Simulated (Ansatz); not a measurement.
In2Se3:
```cif
data_In2Se3
_chemical_formula_sum 'In2 Se3'
_space_group_name_H-M_alt 'P 1'
_space_group_IT_number 1
_cell_length_a 3.95994
_cell_length_b 9.61767
_cell_length_c 3.96007
_cell_angle_alpha 89.968
_cell_angle_beta 60.004
_cell_angle_gamma 89.983
loop_
_space_group_symop_operation_xyz
  'x, y, z'
loop_
_atom_site_label
_atom_site_type_symbol
_atom_site_fract_x
_atom_site_fract_y
_atom_site_fract_z
_atom_site_occupancy
In1 In 0.66667 0.19350 0.66649 1
In2 In 0.33333 0.80650 0.33351 1
Se1 Se 0.00000 0.00000 0.00000 1
Se2 Se 0.66668 0.66866 0.66706 1
Se3 Se 0.33332 0.33134 0.33294 1
```

Relaxed with r²SCAN+D4.

Problem. Tabulate the valence density and the electron localisation function along the shortest In–Se contact (2.64 Å), r²SCAN+D4 (plane waves, PAW; program Ansatz).

Solution. 

```csv
distance from In (Å),density (e/Å³),ELF
0.26,9.90,0.00
0.40,7.05,0.02
0.53,4.46,0.07
0.66,2.52,0.17
0.79,1.30,0.23
0.93,0.70,0.21
1.06,0.47,0.20
1.19,0.40,0.30
1.32,0.41,0.54
1.45,0.48,0.72
1.59,0.60,0.79
1.72,0.77,0.81
1.85,1.11,0.80
1.98,2.13,0.73
2.11,4.92,0.59
2.25,11.63,0.38
2.38,24.03,0.20
```

The density is the valence pseudo-density with augmentation charge, so density and ELF within about 1 Å of a nucleus are not all-electron values.

Space group P-3m1 (La2O3 or Ni2Al3 type). The workflow started from a Materials Project entry (that database holds measured and hypothetical structures alike); the Crystallography Open Database copy checked does not list it. COD files the formula under space group No. 160, 166, 169, 170, so this cell is another polymorph or a model. Its standing as an ambient phase is unchecked. Symmetry was held in the r²SCAN+D4 relaxation; its stability against distortions is not shown here.

Potentials: the later of the program's two PAW sets.
